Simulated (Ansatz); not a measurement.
Consider the following.

ZnO₂:
```xyz
12
Lattice="4.8726 0.0000 0.0000 0.0000 4.8726 0.0000 0.0000 0.0000 4.8726" Properties=species:S:1:pos:R:3 pbc="T T T"
Zn     0.0000     2.4363     2.4363
Zn     2.4363     2.4363     0.0000
Zn     2.4363     0.0000     2.4363
Zn     0.0000     0.0000     0.0000
O      2.0087     0.4276     4.4450
O      2.8639     4.4450     0.4276
O      0.4276     4.4450     2.0087
O      4.4450     0.4276     2.8639
O      4.4450     2.0087     0.4276
O      0.4276     2.8639     4.4450
O      2.8639     2.8639     2.8639
O      2.0087     2.0087     2.0087
```

This is the r²SCAN-relaxed structure.

Q: All from r²SCAN (plane waves, PAW; program Ansatz), unless another level is named. Give the hole effective mass, band 2 of 2 at the edge.

A: 0.58 along [100], 0.75 along [110], 1.1 along [111] (mₑ).

Q: Next, the HSE06 gap on the r²SCAN cell?

A: 4.46 eV.

Q: And the formation energy from the elements (no fitted shifts)?

A: -0.86 eV/atom.

Q: Next, the electron effective mass?

A: 0.66, 3.4, 3.4 mₑ (principal values).

Q: Give the smallest direct gap on the standard path.

A: 3.02 eV.

Space group Pa-3. The first step of the workflow began from a Materials Project structure, measured or hypothetical; the Crystallography Open Database copy checked does not list it. Its standing as an ambient phase is unchecked. The r²SCAN relaxation kept the symmetry of its start; whether a distortion lowers the energy is not shown. The references are the lowest solids computed at this level, not always the standard phases (solids in place of the gases).

Potentials: the later of the program's two PAW sets.
